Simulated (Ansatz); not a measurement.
Relaxed Na (bcc, W type):

```xyz
2
Lattice="-4.1968 4.1968 4.1968 2.0984 -2.0984 2.0984 2.0984 2.0984 -2.0984" Properties=species:S:1:pos:R:3 pbc="T T T"
Na     0.0000     0.0000     0.0000
Na    -2.0984     2.0984     2.0984
```

Method: PBE (plane waves to 420 eV, PAW, scalar-relativistic; Ansatz, a program for electronic structure). k mesh 13×13×13 (Γ-centred), Fermi-Dirac smearing 0.05 eV. With partly filled bands, energies and forces of such displacements shift with the k mesh and the smearing. Na was relaxed with its symmetry unable to fall. The PAW data are Ansatz's earlier set.

One atom of the cell was then moved (with its periodic images), all else fixed, and the forces (eV/Å) came out as:

```
atom      Fx     Fy     Fz
----  ------  -----  -----
Na1   -0.227  0.000  0.000
Na2    0.227  0.000  0.000
```

With two atoms only their relative shift counts; take Na2 as fixed.

Problem. Which atom was moved, and by which vector (Å)?

Solution. Na1, by (1.09, 0.00, 0.00), 1.09 Å in all.

(A displaced cell: forces are minus the slopes of the energy, force constants its curvatures, and phonons follow from these.)
